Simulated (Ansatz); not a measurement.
## Mechanical response of Sc (P6_3/mmc)

```
Sc
1.0
     3.22695    0.00000    0.00000
    -1.61348    2.79462    0.00000
     0.00000    0.00000    5.01066
Sc
2
Direct
  0.33333 0.66667 0.25000
  0.66667 0.33333 0.75000
```

The conventional cell has a = 3.227 Å, b = 3.227 Å, c = 5.011 Å, α = 90.00°, β = 90.00°, γ = 120.00°. Sc (atom 1) has 12 Sc at 3.12 to 3.23 Å as nearest neighbours.

Unless marked otherwise, the numbers come from LDA, all-electron LAPW in Ansatz 0.2.0, scalar-relativistic. k mesh 16×16×10, strains of ±0.005, Fermi-Dirac smearing of 0.100 eV, basis error target 1 meV/atom. The cell was relaxed by PAW under this functional, which moved its volume by -10 % from the database entry's.

The cell is hexagonal and carries a residual pressure of -0.01 GPa at this level. Each strain component that symmetry leaves independent is applied at ±0.005, the ions relax wherever a strain frees them, and the stress (tension positive, GPa) is read. Shears are engineering strains, γ = 2ε.

```json
{"strain": "xx", "size": "-0.005", "σxx": "-0.5686", "σyy": "-0.2153", "σzz": "-0.1290", "σyz": "0.0000", "σxz": "0.0000", "σxy": "0.0000"}
{"strain": "xx", "size": "+0.005", "σxx": "0.5341", "σyy": "0.1904", "σzz": "0.2110", "σyz": "0.0000", "σxz": "0.0000", "σxy": "0.0000"}
{"strain": "zz", "size": "-0.005", "σxx": "-0.1829", "σyy": "-0.1829", "σzz": "-0.5084", "σyz": "0.0000", "σxz": "0.0000", "σxy": "0.0000"}
{"strain": "zz", "size": "+0.005", "σxx": "0.1576", "σyy": "0.1576", "σzz": "0.5827", "σyz": "0.0000", "σxz": "0.0000", "σxy": "0.0000"}
{"strain": "yz", "size": "-0.005", "σxx": "-0.0114", "σyy": "-0.0098", "σzz": "0.0417", "σyz": "-0.1674", "σxz": "0.0000", "σxy": "0.0000"}
{"strain": "yz", "size": "+0.005", "σxx": "-0.0114", "σyy": "-0.0097", "σzz": "0.0417", "σyz": "0.1674", "σxz": "0.0000", "σxy": "0.0000"}
```

A central difference gives one constant, for example C11 ≈ (0.5341 − (-0.5686))/(0.01) = 110.3 GPa; the program then imposes the crystal's symmetry on the whole matrix.

(1) What are the independent elastic constants?

(2) Is the crystal stable against homogeneous strain?

(3) What moduli does a random aggregate of grains have?

(4) With the density of 3.304 g/cm³, how fast does sound travel, and what Debye temperature follows?

(5) How far do the constants move if PAW replaces LAPW in the same cell?

Results:

(1) C11 = 110.3, C12 = 40.6, C13 = 34.0, C33 = 109.1, C44 = 33.5 GPa.

(2) The least eigenvalue of the 6×6 matrix is 33.5 GPa, so yes.

(3) Voigt and Reuss bounds: B from 60.7 to 60.8 and G from 35.0 to 35.1 GPa; their means are B = 60.7 and G = 35.0 GPa. Then E = 9BG/(3B + G) = 88.2 GPa, ν = (3B − 2G)/(6B + 2G) = 0.258 and B/G = 1.73, on the brittle side of Pugh's 1.75 (a rule of thumb).

(4) 

```
direction  slow (m/s)  middle (m/s)  fast (m/s)
        x        3183          3248        5777
        y        3183          3248        5777
        z        3183          3183        5746
```

The mean of v⁻³ over directions and branches gives v_m = 3618 m/s and θ_D = (ħ/k_B) v_m (6π²n)^(1/3) = 381 K, n being atoms per volume. Young's modulus spans 85 to 94 GPa over directions, and the universal anisotropy index is 0.02.

(5) 

```tsv
constant	LAPW (GPa)	PAW (GPa)	difference
C11	110.3	110.3	0.0
C12	40.6	40.6	0.0
C13	34.0	34.0	0.0
C33	109.1	109.2	0.1
C44	33.5	33.5	0.0
```

Caveats: responses of metals move with mesh and smearing; elastic stability says nothing of phonons or of other phases; the frozen-core PAW files of the compared runs were fitted under PBE, their cores solved anew for this functional.
